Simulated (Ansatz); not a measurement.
SnS in space group Pnma (No. 62; Sn on 4c, S on 4c), DFT-PBE+D3(BJ) in the program Ansatz with PAW potentials, all energies at zero smearing, with the estimated change up to a 700 eV cutoff added, with one set of potentials and settings (totals compare only within such a set). Cell of 8 atoms (4 Sn, 4 S): -27711.740 eV.

| element | reference phase | E (eV/atom) |
|---|---|---|
| Sn | I4_1/amd, 2 atoms in the cell | -6024.6298 |
| S | Fddd, 32 atoms in the cell | -902.2565 |

Formation energy per atom, worked out: (-27711.740 − 4×(-6024.6298) − 4×(-902.2565))/8 = -0.524 eV/atom (-51 kJ per mol of atoms), at 0 K, without zero-point energy or fitted corrections.

The PBE+D3(BJ) relaxation kept the symmetry of its start. The references are the lowest solids computed at this level, not always the standard phases. Spin–orbit coupling is left out wherever it is not named.

Potentials: the earlier of the program's two PAW sets.
